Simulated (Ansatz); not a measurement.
SiC:
```yaml
crystal:
  lattice:
    - [0.00000, 2.16455, 2.16455]
    - [2.16455, 0.00000, 2.16455]
    - [2.16455, 2.16455, 0.00000]
  atoms:
    - { symbol: C, position: [0.75000, 0.75000, 0.75000] }
    - { symbol: Si, position: [0.00000, 0.00000, 0.00000] }
```

Tensor components refer to the Cartesian frame of this cell.

Q: Give the high-frequency dielectric tensor and the Born effective charge tensors of the independent atoms from DFPT, LDA in the plane-wave PAW code Ansatz.

A: 
ε∞:
```
6.93  0.00  0.00
0.00  6.93  0.00
0.00  0.00  6.93
```
Z* of atom 1 (C), rows: field, columns: displacement, in e:
```
-2.73   0.00   0.00
 0.00  -2.73   0.00
 0.00   0.00  -2.73
```
Z* of atom 2 (Si), rows: field, columns: displacement, in e:
```
2.73  0.00  0.00
0.00  2.73  0.00
0.00  0.00  2.73
```

Space group F-43m (zinc blende). The cell was relaxed with LDA under the symmetry of its start; phonons on a q-mesh show no instability.

Potentials: the later of the program's two PAW sets.
